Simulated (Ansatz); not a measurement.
Rough cost of magnetic runs on Cu (Fm-3m) in Ansatz 0.2.0, 1 thread of Arm Neoverse V1, on a shared host.

```
CELL_PARAMETERS angstrom
0.00000 1.80750 1.80750
1.80750 0.00000 1.80750
1.80750 1.80750 0.00000
ATOMIC_POSITIONS crystal
Cu 0.00000 0.00000 0.00000
```

| run | functional, mesh | k points solved | bands | iterations | wall time (s) | peak memory (GiB) |
| --- | --- | --- | --- | --- | --- | --- |
| PAW: total moment held at 0.2 μB | LDA, 16×16×16 | 145 | 14 | 8 | 5.3 | 0.28 |
| PAW: free moments from the typed start | LDA, 16×16×16 | 145 | 14 | 13 | 6.5 | 0.28 |
| AE-PAW: total moment held at 0.2 μB | LDA, 16×16×16 | 145 | 10 | 9 | 7 | 0.42 |
| PAW: total moment held at 0.6 μB | LDA, 16×16×16 | 145 | 14 | 8 | 3.8 | 0.28 |
| PAW: total moment held at 1.6 μB | LDA, 16×16×16 | 145 | 15 | 8 | 4.4 | 0.28 |
| PAW: field of 3000 T on the spins | LDA, 16×16×16 | 145 | 14 | 11 | 4 | 0.28 |
| LAPW: free moments | LDA, 16×16×16 | 145 | 14 | 13 | 28 | 0.4 |
| PAW: total moment held at 0.9 μB | LDA, 16×16×16 | 145 | 14 | 9 | 4.2 | 0.28 |
| LAPW: total moment held at 0.9 μB | LDA, 16×16×16 | 145 | 14 | 8 | 19 | 0.39 |

Q: Roughly how much dearer is an iteration by LAPW than by PAW among the runs with the first row's mesh and spin treatment (collinear)?

A: About 5 times (medians of wall time over iterations; times from a shared host are rough).
